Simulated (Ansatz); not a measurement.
A geometry of Ni away from equilibrium: step 2 of the relaxation of a relaxed Ni cell, doubled along one cell vector, shaken by Gaussian noise of σ = 0.08 Å a coordinate. Computed with r2SCAN (plane waves to 500 eV, PAW, scalar-relativistic; Ansatz, an electronic-structure program). Γ-centred k-mesh 17×17×8 on the run's cell (coarser than for final values), Fermi–Dirac smearing 0.05 eV.

```
Ni
1.0
   -1.46172     1.46226     1.24300
    1.46259    -1.46167     1.24333
    2.92052     2.92043    -2.48461
Ni
2
Direct
  0.02532   0.98709   0.01319
  0.98120   0.00062   0.51729
```
Spin-polarised start, with parallel moments on Ni.

Q: What forces act on the atoms (eV/Å)?

A: 
```json
[
 {"atom": "Ni1", "Fx": "0.05", "Fy": "0.19", "Fz": "-0.16"},
 {"atom": "Ni2", "Fx": "-0.05", "Fy": "-0.19", "Fz": "0.16"}
]
```

Q: What is the pressure?

A: +0.1 GPa, compression positive.

Spin state reached: ferromagnetic (net 0.71 μB/atom), from parallel starting moments; other spin orders were not run from this start. r2SCAN tends to overstate moments in metals.

The run could not lose the symmetry of its start: the end is stationary, and may be a saddle point rather than a minimum.

The end of the path is a generated cell of Ni: the first start was made by placing the elements on the sites of a structure type, and the end was not matched to a known phase here, so it may be hypothetical. Known forms of Ni include space group No. 225.
